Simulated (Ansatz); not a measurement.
A relaxed cell of Al$_{2}$Cu (I4/mcm (No. 140)), relaxed on a k-mesh at least as fine as the one used below. These are r2SCAN (plane waves to 500 eV, PAW, scalar-relativistic; Ansatz, a program for electronic structure) values and carry that method's errors. Γ-centred k-mesh 5×9×8 on the run's cell (coarser than for final values), Fermi–Dirac smearing 0.05 eV.

```xyz
12
Lattice="-6.0066 6.0066 4.7905 3.0033 -3.0033 2.3953 3.0033 3.0033 -2.3953" Properties=species:S:1:pos:R:3 pbc="T T T"
Al     0.9552     3.9585     0.0000
Al    -2.0482     6.9618     2.3953
Al     0.9552     2.0482     2.3953
Al    -2.0482     5.0515     4.7905
Al     2.0482     0.9552     0.0000
Al    -0.9552     3.9585     2.3953
Al     2.0482    -0.9552     2.3953
Al    -0.9552     2.0482     4.7905
Cu     0.0000     0.0000     1.1976
Cu    -3.0033     3.0033     3.5929
Cu     0.0000     0.0000     3.5929
Cu    -3.0033     3.0033     5.9882
```

The atoms are displaced by (Å):

```csv
atom,ux,uy,uz
Al1,-0.084,0.088,0.045
Al2,-0.038,0.086,-0.085
Al3,-0.021,0.000,-0.086
Al4,0.042,0.118,-0.107
Al5,-0.101,-0.154,0.101
Al6,0.182,0.000,-0.081
Al7,0.095,0.005,0.037
Al8,0.154,0.060,0.067
Cu9,0.072,-0.143,-0.030
Cu10,-0.066,0.062,-0.196
Cu11,0.013,0.055,0.006
Cu12,-0.006,0.080,0.000
```

Q: What forces (eV/Å) and pressure result?

A: 
```
atom     Fx     Fy     Fz
----  -----  -----  -----
Al1    0.90  -0.41  -0.35
Al2    0.70  -0.53  -0.01
Al3    0.19  -0.40   0.28
Al4   -0.11  -0.71   0.34
Al5    0.96   1.07  -0.62
Al6   -0.92   0.43   0.20
Al7   -0.47  -0.15  -0.06
Al8   -0.90   0.43  -0.60
Cu9   -1.01   0.63   1.15
Cu10   0.54  -0.13   2.66
Cu11   0.05  -0.14  -1.74
Cu12   0.07  -0.09  -1.24
```

Pressure +2.3 GPa.

Q: Estimate the energy cost of the displacement in the harmonic approximation and compare with the calculation.

A: For a harmonic well ΔE = −½ Σ F·u = 0.923 eV a cell, or 77 meV/atom. The calculated energy relative to the undisplaced cell is +0.08 eV/atom, so the harmonic estimate holds well.

No spin polarisation in the result.

The run that gave the undisplaced cell could not lose the symmetry of its start.
